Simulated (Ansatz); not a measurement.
Cu3Ge:
```cif
data_Cu6Ge2
_chemical_formula_sum 'Cu6 Ge2'
_space_group_name_H-M_alt 'Pmmn :1'
_space_group_IT_number 59
_space_group_name_Hall 'P 2 2ab -1ab'
_cell_length_a 4.17405
_cell_length_b 5.24901
_cell_length_c 4.52277
_cell_angle_alpha 90.000
_cell_angle_beta 90.000
_cell_angle_gamma 90.000
loop_
_space_group_symop_operation_xyz
  'x, y, z'
  '-x, -y, z'
  'x+1/2, -y+1/2, -z'
  '-x+1/2, y+1/2, -z'
  '-x+1/2, -y+1/2, -z'
  'x+1/2, y+1/2, -z'
  '-x, y, z'
  'x, -y, z'
loop_
_atom_site_label
_atom_site_type_symbol
_atom_site_symmetry_multiplicity
_atom_site_Wyckoff_symbol
_atom_site_fract_x
_atom_site_fract_y
_atom_site_fract_z
_atom_site_occupancy
Cu1 Cu 2 b 0.00000 0.50000 0.16461 1
Cu2 Cu 4 e 0.00000 0.25145 0.66350 1
Ge1 Ge 2 a 0.00000 0.00000 0.17523 1
```

Relaxed at zero pressure with DFT-r²SCAN in the program Ansatz with PAW potentials.

**Question.** The volume is raised by 9 % and shape and atoms relax at that volume. What pressure results, and how do the axes share the change?

**Answer.** -9.9 GPa; a 2.4 %, b 3.3 %, c 3.0 %; the energy rises by 38 meV/atom.

**Question.** Give the new structure.

**Answer.** 
Space group Pmmn, origin choice 1 (No. 59); a = 4.276 Å, b = 5.421 Å, c = 4.659 Å, α = β = γ = 90.00°

```
atom  site  symmetry       x       y       z
----  ----  --------  ------  ------  ------
Cu      2b       mm2  0.0000  0.5000  0.1642
Cu      4e       m..  0.0000  0.2521  0.6621
Ge      2a       mm2  0.0000  0.0000  0.1775
```

The phase is kept; no other phase was compared at this pressure.

The workflow started from a Materials Project entry (that database holds measured and hypothetical structures alike); the Crystallography Open Database copy checked does not list it. Its standing as an ambient phase is unchecked. The cell was relaxed with r²SCAN under the symmetry of its start; whether a distortion lowers the energy is not shown. The run is not spin-polarised.

Potentials: the earlier of the program's two PAW sets.
